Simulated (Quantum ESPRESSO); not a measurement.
# One change at a time to Ir6LiSc

These are calculations, not measurements. They come from Quantum ESPRESSO 7.5, a public plane-wave density functional program. Each row is one single-point run on a made-up periodic cell of eight metal atoms, with elements, volume, strain and displacements drawn at random and not relaxed, so a cell may be unstable or far from any real phase. There is no spin polarisation or spin-orbit coupling.

Settings: PBE unless stated; PseudoDojo standard norm-conserving files; Fermi-Dirac width 0.25 eV, which means electrons at about 2900 K; cutoff 1061 eV; 6 x 6 x 3 k mesh shifted half a step off Gamma. E is the free energy of the whole cell (internal energy minus TS), so a -TS column is already part of it. Stress is positive in tension, and the pressure P is minus a third of its trace.

Checks: one run of this series was repeated at a higher cutoff and on a denser mesh, which moved values by no more than 0.004 eV, 0.03 GPa and 0.014 eV/Å, and a second program with other atomic files agreed on it to 2 % rms in force and 0.5 GPa in pressure. Known limits: heavy elements are run without spin-orbit coupling, which real alloys of them have; a spin test at this wide smearing found no moment, but such smearing suppresses magnetism that the real alloy may have.

The lattice is face-centred cubic, and the cell vectors in Å are (-0.004, -0.010, -4.075); (-4.000, -0.013, -0.004); (2.027, 7.904, 2.060), a volume of 128.67 Å³ in run 1. The elements on sites 1 to 8 are Ir Sc Ir Ir Ir Li Ir Ir. Each later run makes one change to run 1 and keeps the rest. E is counted from run 1, and is n/a where other atomic files have another zero of energy.

| run | change | V (Å³) | P (GPa) | -TS (eV) | rms force (eV/Å) | largest change of a force component (eV/Å) | E (eV) |
|---|---|---|---|---|---|---|---|
| 1 | none | 128.67 | -12.39 | -1.690 | 1.005 | 0.000 | 0.000 |
| 2 | sites 6 and 7 exchanged | 128.67 | -8.34 | -1.825 | 1.180 | 1.938 | 0.065 |
| 3 | all lengths scaled by +1.26 % | 133.60 | -17.84 | -1.788 | 0.920 | 0.260 | 0.468 |
| 4 | LDA in place of PBE | 128.67 | -23.87 | -1.699 | 0.992 | 0.334 | n/a |
| 5 | Al on site 5 | 128.67 | -10.03 | -1.637 | 1.110 | 0.942 | n/a |
| 6 | site 2 moved by +0.16 Å along x | 128.67 | -11.54 | -1.688 | 1.128 | 1.054 | ? |

## Worked estimate

Along the move dE = -F dx. The force on site 2 along x is -1.061 eV/Å in run 1 and -2.115 eV/Å in run 6, and the move is +0.16 Å, so the mean force times the move gives an estimate.

## Withheld value

Question: what E should run 6 give?

The estimate is 0.254 eV. The calculation gave 0.254 eV.
